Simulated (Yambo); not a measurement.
Yambo run on CsH (rock salt, space group Fm-3m, No. 225). The wavefunctions are norm-conserving PBEsol (Quantum ESPRESSO, 72 Ry, with spin-orbit coupling) ones on a 4×4×4 mesh (10 occupied bands); a = b = c = 4.5131 Å, α = β = γ = 60.00°.

Yambo input:

```
rim_cut
gw0
dyson
el_el_corr
HF_and_locXC
ppa
em1d
RandQpts= 1000000
RandGvec= 1 Ry
EXXRLvcs= 72 Ry
VXCRLvcs= 288 Ry
Chimod= "HARTREE"
% BndsRnXp
 1 | 138 |
%
NGsBlkXp= 8 Ry
% LongDrXp
 1.0 | 1.0 | 1.0 |
%
PPAPntXp= 27.2114 eV
% GbndRnge
 1 | 138 |
%
GTermKind= "BG"
DysSolver= "n"
ExtendOut
% QPkrange
 3 | 3 | 10 | 11 |
%
```

k points by index: 3 = L.

Resulting energies as the program prints them:

```
#    K-point    Band    Eo [eV]    E [eV]    E-Eo [eV]    Vxc [eV]    Vnlxc [eV]    Sc|Eo [eV]    Sc|E [eV]    dSc/dw|Eo [eV]    Re(Z)    Im(Z)
#
    3    10    0.000000    -1.513842    -1.513842    -10.16622    -13.42033    1.358146    1.740265    -6.868009    0.798467    -0.001623
    3    11    2.149738    2.713206    0.563468    -6.516068    -2.833563    -3.019332    -3.119038    -4.813959    0.849681    -0.001271
```
(The two width columns are left out.) Convergence of these settings isn't established.

Geometry of the Materials Project entry, not relaxed at this level.
